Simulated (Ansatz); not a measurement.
## fluorite-structured YSe2

Level of theory: DFT, PBE, scalar-relativistic, no spin polarisation; plane waves to 420 eV with PAW datasets (Ansatz 0.2.0), 8×8×8 k-mesh, Gaussian smearing of 0.05 eV; PAW files: Ansatz's generated set soft_2.

```xyz
3
Lattice="0.0000 3.4294 3.4294 3.4294 0.0000 3.4294 3.4294 3.4294 0.0000" Properties=species:S:1:pos:R:3 pbc="T T T"
Y     0.0000    0.0000    0.0000
Se    1.7147    1.7147    1.7147
Se    5.1441    5.1441    5.1441
```

The structure was built from a prototype; whether the compound forms in it isn't claimed.

The cell is relaxed to zero pressure at this level.

The cell has space group Fm-3m (read at 0.01 Å). In it the stress is 0.00, 0.00, 0.00, 0.00, 0.00, 0.00 GPa and the largest force component 0.000 eV/Å. Each change below starts from this cell, without further relaxation. Stress is in GPa, positive in compression, in the order xx, yy, zz, yz, xz, xy; energies are counted from the cell above and are free energies with the smearing's entropy, which match forces and stress in a metal.

What happens when atom 1 (Y) is moved by 0.08 Å along z?

The energy changes by 9.3 meV per cell, and the force on it along the shift is -0.240 eV/Å (−F/u = 2.99 eV/Å²). Stress: 0.10, 0.10, 0.13, 0.00, 0.00, 0.00.
```tsv
atom	Fx (eV/Å)	Fy	Fz
Y1	0.000	0.000	-0.240
Se2	0.000	0.000	0.120
Se3	0.000	0.000	0.120
```
In a harmonic crystal the energy would rise by −½F·u = ½ × 2.99 × 0.08² eV = 9.6 meV, which matches.

What happens when atom 3 (Se) is moved by 0.08 Å along x?

The energy changes by 12.2 meV per cell, and the force on it along the shift is -0.305 eV/Å (−F/u = 3.81 eV/Å²). Stress: 0.06, 0.09, 0.09, 0.88, 0.00, 0.00.
```tsv
atom	Fx (eV/Å)	Fy	Fz
Y1	0.116	0.000	0.000
Se2	0.190	0.000	0.000
Se3	-0.305	0.000	0.000
```
In a harmonic crystal the energy would rise by −½F·u = ½ × 3.81 × 0.08² eV = 12.2 meV, which matches.

What stress follows from an engineering strain of 1 % in xx, atoms carried along?

-0.48, -0.64, -0.64, 0.00, 0.00, 0.00 GPa; the energy changes by 1.5 meV per cell.
The stress across the strain changes more than along it (C12 over C11 with clamped atoms), which a stable cubic crystal can't show: the cell is unstable or the mesh too coarse.
The change of the stress over the strain gives a clamped-atom stiffness of about 48 GPa for this component, a secant value that lies under the elastic constant in tension and over it in compression, by several per cent for each per cent of strain.
In a harmonic crystal the energy would rise by V(½Cε² − σ₀ε), with σ₀ the stress of the unstrained cell, = 1.2 meV, close to the run's value; the rest has the sign of the anharmonic part, which a secant stiffness overstates.

What stress follows from an engineering strain of 1 % in zz, atoms carried along?

-0.64, -0.64, -0.48, 0.00, 0.00, 0.00 GPa; the energy changes by 1.5 meV per cell.
The stress across the strain changes more than along it (C12 over C11 with clamped atoms), which a stable cubic crystal can't show: the cell is unstable or the mesh too coarse.
The change of the stress over the strain gives a clamped-atom stiffness of about 48 GPa for this component, a secant value that lies under the elastic constant in tension and over it in compression, by several per cent for each per cent of strain.
In a harmonic crystal the energy would rise by V(½Cε² − σ₀ε), with σ₀ the stress of the unstrained cell, = 1.2 meV, close to the run's value; the rest has the sign of the anharmonic part, which a secant stiffness overstates.

All atoms and the cell are disturbed at random:
```xyz
3
Lattice="-0.0125 3.3645 3.4266 3.4780 -0.0270 3.4411 3.4926 3.3936 -0.0416" Properties=species:S:1:pos:R:3 pbc="T T T"
Y    -0.0439    0.1254   -0.1559
Se    1.6588    1.5696    1.6633
Se    5.3432    5.0361    5.3187
```
Give the energy change, the stress and the forces.

243.1 meV per cell; stress 2.52, 0.37, 0.97, 0.85, 1.86, 2.16 GPa.
| atom | Fx (eV/Å) | Fy | Fz |
| --- | --- | --- | --- |
| Y1 | 0.205 | -0.022 | 0.525 |
| Se2 | 0.369 | 0.464 | 0.378 |
| Se3 | -0.574 | -0.443 | -0.903 |

All atoms and the cell are disturbed at random:
```
CELL_PARAMETERS angstrom
0.03190 3.48153 3.33216
3.46187 -0.00517 3.36923
3.43303 3.48975 0.02367
ATOMIC_POSITIONS crystal
Y 0.99550 0.99698 0.00021
Se 0.25984 0.25560 0.24747
Se 0.74466 0.74742 0.75232
```
Give the energy change, the stress and the forces.

-9.3 meV per cell; stress 1.88, 3.04, -2.96, 0.08, -0.81, -0.89 GPa.
| atom | Fx (eV/Å) | Fy | Fz |
| --- | --- | --- | --- |
| Y1 | -0.003 | 0.055 | 0.132 |
| Se2 | 0.005 | -0.248 | -0.252 |
| Se3 | -0.002 | 0.193 | 0.120 |

The cell is a metal with an odd number of electrons, and spin polarisation wasn't tried. A displaced or strained copy of the relaxed cell lay 2.8 meV/atom lower, so the structure isn't a true minimum at this level, unless the mesh, which matters in a metal, makes it so.
